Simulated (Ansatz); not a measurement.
Sc:
```yaml
crystal:
  lattice:
    - [0.00000, 2.23606, 2.23606]
    - [2.23606, 0.00000, 2.23606]
    - [2.23606, 2.23606, 0.00000]
  atoms:
    - { symbol: Sc, position: [0.00000, 0.00000, 0.00000] }
```

Relaxed with LDA.

**Question.** List the phonon frequencies at the special points (DFPT on a 5×5×5 q-mesh, Fourier-interpolated; LDA (plane waves, PAW; program Ansatz)).

**Answer.** In cm⁻¹.

| q | frequencies |
|---|---|
| Γ | 0 0 0 |
| X | 202 202 202 |
| U | 170 180 195 |
| K | 170 180 195 |
| L | 102 102 199 |
| W | 146 199 199 |

Space group Fm-3m (fcc (Cu type)). The workflow started from a Materials Project entry (that database holds measured and hypothetical structures alike); the Crystallography Open Database files this formula in space group No. 225, but the cells were not matched. It is not the phase usual at ambient conditions (space group No. 194). Symmetry was held in the LDA relaxation; its stability against distortions is not shown here. No spin polarisation was allowed. As this level gives no gap, phonon frequencies hold no LO–TO term and depend on the k-mesh and smearing (Fermi–Dirac, 0.1 eV here).

Potentials: the earlier of the program's two PAW sets. The files were generated under PBE; for other functionals the program regenerates the frozen cores, and for LDA and PBEsol the local potential too.
